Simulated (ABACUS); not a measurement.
A self-consistent single point of CoGe (C2/m, 8 atoms in the cell; from Materials Project mp-21237, changed as shown).

```xyz
8
Lattice="5.9292 -1.8923 0.0000 5.9292 1.8923 0.0000 -0.8198 0.0000 4.9014" Properties=species:S:1:pos:R:3 pbc="T T T"
Co     0.0000     0.0000     0.0000
Co    -0.4099     0.0000     2.4507
Co     8.9865     0.0000     3.3063
Co     2.0521     0.0000     1.5951
Ge     9.5314     0.0000     0.8906
Ge     1.5072     0.0000     4.0108
Ge     6.5259     0.0000     1.3842
Ge     4.5127     0.0000     3.5172
```

Computed with ABACUS with PBEsol, numerical atomic orbitals DZP (confined pseudo-atomic orbitals with Gaussian additions; energy shift 0.01 Ry), PseudoDojo 0.4 standard norm-conserving PBEsol (tails mended) pseudopotentials.

ABACUS settings:

- basis = DZP numerical atomic orbitals, energy shift 0.01 Ry
- KPT = Gamma 8 8 6 0 0 0
- basis_type = lcao
- ecutwfc = 100 Ry
- smearing_method = fd
- smearing_sigma = 0.00999582 Ry
- potentials = PseudoDojo 0.4 standard norm-conserving PBEsol (tails mended)
- symmetry = 1
- symmetry_prec = 1e-05
- ks_solver = genelpa
- scf_nmax = 100
- scf_thr = 1.0e-07
- mixing_type = broyden

### Question
Estimate, at this level of theory: pressure and largest force (vector length).

### Answer
The run gave:

Pressure: -8.27 GPa
Largest force (vector length): 0.142 eV/Å

For comparison: a first run was changed to give this one (lattice scaled by 1.02), and from it to this one the free energy rises by 18.3 meV/atom, the pressure goes from 1.46 to -8.27 GPa and the largest force goes from 0.236 to 0.142 eV/Å.

The atom-centred basis is finite, which shifts total energies, pressures and forces against plane waves. The run has no spin polarisation, so moments on Co cannot form. The structure comes from a collection of computed structures, made at another level of theory; the collection holds predicted forms beside known ones.

Cost on one core: roughly 80 core-seconds.

The atomic orbitals were generated for these runs; they are not ABACUS's published sets and were checked against plane waves on a few crystals only.

“Tails mended”: in these copies of the files the far tail of each local potential was reset to the Coulomb form.
